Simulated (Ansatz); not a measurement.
Starting cell, CuAu (CuAu type, space group P4/mmm):

```
CELL_PARAMETERS angstrom
      5.76304     0.00000     0.00000
      2.88152     2.88152     0.00000
      0.00000     0.00000     3.61476
ATOMIC_POSITIONS crystal
  Cu 0.00000 0.50000 0.50000
  Cu 0.50000 0.50000 0.50000
  Au 0.00000 0.00000 0.00000
  Au 0.50000 0.00000 0.00000
```

The atoms are displaced by Q × the pattern below (from a DFPT mode at M = (0.5, 0.5, 0.0), largest move 1; Q in Å), at fixed cell. (q is in reciprocal vectors of the primitive cell; the cell shown is doubled to hold the pattern.)

| atom | x | y | z |
|---|---|---|---|
| Cu1 | 0.000 | 0.000 | -1.000 |
| Cu2 | 0.000 | 0.000 | 1.000 |

Atoms not listed stay in place.

These are PBE (plane waves to 420 eV, PAW, scalar-relativistic; Ansatz, a first-principles code) values and carry that method's errors. k mesh 16×16×13 (Γ-centred), Fermi-Dirac smearing 0.05 eV. With partly filled bands, energies and forces of such displacements shift with the k mesh and the smearing. CuAu is run without spin polarisation. CuAu was relaxed with its symmetry unable to fall. Spin-orbit coupling is left out, though Au is heavy. 

| Q (Å) | −dE/dQ from forces (eV/Å) |
|---|---|
| -0.180 | 2.040 |
| -0.150 | 1.685 |
| -0.120 | 1.338 |
| -0.090 | 0.997 |
| -0.060 | 0.662 |
| -0.030 | 0.330 |
| 0.000 | 0.000 |
| 0.030 | -0.330 |
| 0.060 | -0.662 |
| 0.090 | -0.997 |
| 0.120 | -1.338 |
| 0.150 | -1.685 |
| 0.180 | -2.040 |

Q: What harmonic wavenumber does the curvature at Q = 0 give?

A: 153 cm⁻¹. E″ = 11.00 eV/Å², M = Σ mᵢ|uᵢ|² = 127.1 u, ν̃ = 521.5·√(|E″|/M).

(For displaced atoms, the force is minus the slope of the energy, and its curvature is a force constant, which sets phonon frequencies.)
